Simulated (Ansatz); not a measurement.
## Al₂O₃: stationary points along a deformation path

Computed with Ansatz, DFT LDA, scalar-relativistic, plane waves, PAW. Settings: plane waves to 420 eV, k-mesh 12×12×4 (Γ-centred), Gaussian smearing 0.05 eV. No spin polarisation. Energies are free energies at this smearing, counted from the undisturbed cell; pressure is positive in compression.

The undisturbed cell (relaxed at this level; this form isn't the usual structure):

```
Al O
1.0
     2.83811    0.00000    0.00000
    -1.41905    2.45787    0.00000
     0.00000    0.00000    9.33995
Al O
2 3
Cartesian
  1.4191 2.4579 1.3726
  1.4191 2.4579 7.9673
  0.0000 1.6386 2.0401
  1.4191 0.8193 0.0000
  0.0000 1.6386 7.2999
```

The cell holds layers and no dispersion correction was added, so their binding is poorly described.

At fixed volume and fractional coordinates, lengths along (0.000, 0.000, 1.000) are scaled against those across it; ρ is that ratio over its starting value. V = 13.031 Å³/atom. Δσ is the stress along the axis less the mean stress across it (compression positive).

| ρ | ΔE (meV/atom) | Δσ (GPa) | space group |
| --- | --- | --- | --- |
| 0.800 | 310.6 | 49.01 | P-6m2 |
| 0.850 | 168.9 | 37.02 | P-6m2 |
| 0.920 | 46.0 | 19.99 | P-6m2 |
| 0.960 | 11.2 | 10.05 | P-6m2 |
| 1.000 | 0.0 | -0.01 | P-6m2 |
| 1.050 | 16.6 | -12.67 | P-6m2 |
| 1.100 | 64.4 | -25.35 | P-6m2 |
| 1.200 | 242.4 | -50.35 | P-6m2 |
| 1.300 | 512.8 | -74.31 | P-6m2 |

**Question.** How does the stress give the slope of the energy, and where is the energy stationary?

**Answer.** Along the path d ln(length) is 2/3 d ln ρ on the axis and −1/3 d ln ρ across it, so dE/d ln ρ = −(2/3) V Δσ: the energy falls with ρ where Δσ is positive. Δσ vanishes or changes sign at ρ = 1.000 (P-6m2), a minimum at 0.0 meV/atom. Pairs of stationary points between two samples would go unseen, and could change a minimum read from distant neighbours into a maximum.

**Question.** Integrate that slope from ρ = 1 to 1.200 by the trapezoid rule.

**Answer.** With V/N in Å³ and 1 eV/Å³ = 160.2 GPa the slopes at ρ = 1.000, 1.050, 1.100, 1.200 are 0, 687, 1374, 2730 meV/atom per unit of ln ρ. The steps add 16.8 + 48.0 + 178.6 = 243.3 meV/atom, against 242.4 from the energies; the trapezoid rule misses the curvature of the slope within each step.

Forces appear on the atoms along this scan, and letting them relax would lower the energy and soften the response.

Cost: 9 runs of about 1.1 core-minutes in all, on Intel Xeon Platinum 8259CL (Skylake/Cascade Lake) (shared hosts).